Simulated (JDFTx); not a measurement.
W(110) slab cut from bulk W (space group Im-3m, indices of the conventional cell, lattice of the Materials Project entry mp-91, not re-optimised): 4 atoms in 4 planes, a 1x1 cell of 7.11 Å² (|a| = 2.746, |b| = 2.746 Å), 6.6 Å between the outermost planes, cell height 22.7 Å, 8×8×1 k mesh, Fermi smearing 0.01 Ha, no spin polarisation.

All numbers are PBE, GBRV ultrasoft potentials, plane waves to 20/100 Ha results from a modified build of JDFTx, not measurements. Liquid: linear PCM (GLSSA13), water, 1 M NaCl. The neutral cell holds 56 valence electrons and has two faces of 7.107 Å² each. Last filling lines of the neutral and of a charged run (μ in hartree, zero in the bulk liquid):

```
FillingsUpdate:  mu: -0.165759195  nElectrons: 56.000000
FillingsUpdate:  mu: -0.176029000  nElectrons: 55.943182
```

Worked example: both potentials, by the convention U = −μ/e − 4.44 V vs SHE, the surface charge density and the mean capacitance.

U_pzc = 0.16576 × 27.2114 − 4.44 = 0.07 V; U = 0.17603 × 27.2114 − 4.44 = 0.35 V. The cell has -0.0568 excess electrons, a net charge of 0.0568 e, shared by two faces: σ = 0.0568 e / (2 × 7.107 Å²) = 0.00400 e/Å² = 6.4 μC/cm² (1 e/Å² = 1602.18 μC/cm²). C = σ/(U − U_pzc) = 6.4/0.28 ≈ 23 μF/cm².
